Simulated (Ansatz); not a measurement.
AlP in space group P6_222 (No. 180; Al on 3d, P on 3c), PBEsol (plane waves, PAW; program Ansatz). The conduction-band minimum lies at M, with 3 equivalent valleys. Second derivatives d²E/dk² of the lowest band at one valley (eV·Å²), along Cartesian directions:

```
direction  d²E/dk²
---------  -------
[100]        4.985
[010]        18.82
[001]        52.69
[110]        11.88
[101]        28.82
[011]        35.74
```

Q: Find the principal effective masses, the density-of-states mass and the conductivity mass.

A: Off-diagonal terms follow from H_xy = H[110] − (H_xx + H_yy)/2, and m*/mₑ = 7.620 eV·Å² over each eigenvalue: 0.14, 0.40, 1.5. One valley's DOS mass (m₁m₂m₃)^(1/3) = 0.45, conductivity mass 3/(Σ 1/mᵢ) = 0.30 mₑ.

Q: What effective density of states Nc follows at 300 K for parabolic valleys?

A: Nc = 2.509e19 × 3 × (0.45)^(3/2) ≈ 2.3e19 cm⁻³.

Q: With the computed static dielectric constant 20.5 (mean of the diagonal), estimate a hydrogenic donor's binding energy and radius.

A: E = 13.606 eV × 0.30/20.5² ≈ 9.7 meV; a = 0.529 Å × ε/m* ≈ 36 Å. Semilocal masses tend to be too small where the gap is.

The start of the workflow was typed in or built on a structure type; neither database checked (COD, Materials Project) lists it. It is not the phase usual at ambient conditions (space group No. 216). The PBEsol relaxation kept the symmetry of its start; of distortions, only those at the zone centre were tested.

Potentials: the later of the program's two PAW sets.
